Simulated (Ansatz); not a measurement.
SiC (zinc blende)

```
SiC
1.0
    0.00000     4.37975     4.37975
    2.18988     0.00000     2.18988
    2.18988     2.18988     0.00000
C Si
2 2
Direct
  0.37500   0.75000   0.75000
  0.87500   0.75000   0.75000
  0.00000   0.00000   0.00000
  0.50000   0.00000   0.00000
```

Two-dimensional scan of atom 3 (Si, nearest neighbour C at 1.896 Å; its periodic images, 3.1 Å or more away, move with it): u runs along (1.000, 0.000, 0.000), v along (0.000, 1.000, 0.000) (Cartesian). Cell and other atoms are fixed.

Calculation: PBE (plane waves to 420 eV, PAW, scalar-relativistic; Ansatz, an electronic-structure program). k mesh 5×10×10 (Γ-centred), Fermi-Dirac smearing 0.05 eV. E stands for the smeared free energy. Points where atoms come too close for the PAW data are left out (x in tables, blank in figures). As the smearing reaches across the gap at some points, energies and forces of such displacements shift with the k mesh and the smearing. SiC was relaxed with its symmetry unable to fall. ΔE is measured from the undisplaced structure. Axes are in Å.

The scan covers u from -0.630 to 0.630 Å in 7 points and v from -0.630 to 0.630 Å in 7 points.

Problem. In which direction of the plane is the atom held most weakly?

Solution. 45° from u towards v.

Problem. What are the two principal curvatures of the energy at the centre?

Solution. 19.2 and 25.1 eV/Å².

(A displaced cell: forces are minus the slopes of the energy, force constants its curvatures, and phonons follow from these.)
